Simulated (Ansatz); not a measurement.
This cell of AlAs (zinc blende) is off equilibrium:

```
CELL_PARAMETERS angstrom
      0.00000     2.70498     2.70498
      2.70498     0.00000     2.70498
      2.70498     2.70498     0.00000
ATOMIC_POSITIONS crystal
  As 0.75000 0.75000 0.75000
  Al 0.00000 0.00000 0.00000
```

These are PBEsol (plane waves to 420 eV, PAW, scalar-relativistic; Ansatz, a first-principles code) values and carry that method's errors. k mesh 10×10×10 (Γ-centred), Fermi-Dirac smearing 0.05 eV. E stands for the smeared free energy. Compression counts positive. AlAs was relaxed with its symmetry unable to fall. The PAW data are Ansatz's earlier set.

Give the stress tensor in GPa and the pressure.


```
   14.0      0.0      0.0
    0.0     14.0      0.0
    0.0      0.0     14.0
```
The pressure, a third of the trace, is 14.0 GPa.

It is the relaxed cell scaled evenly to V/V₀ = 0.867, atoms relaxed where free. What is its energy relative to the relaxed cell?

117.4 meV/atom.

(A scan under strain: stresses follow from slopes of the energy per volume, elastic moduli from its curvatures.)
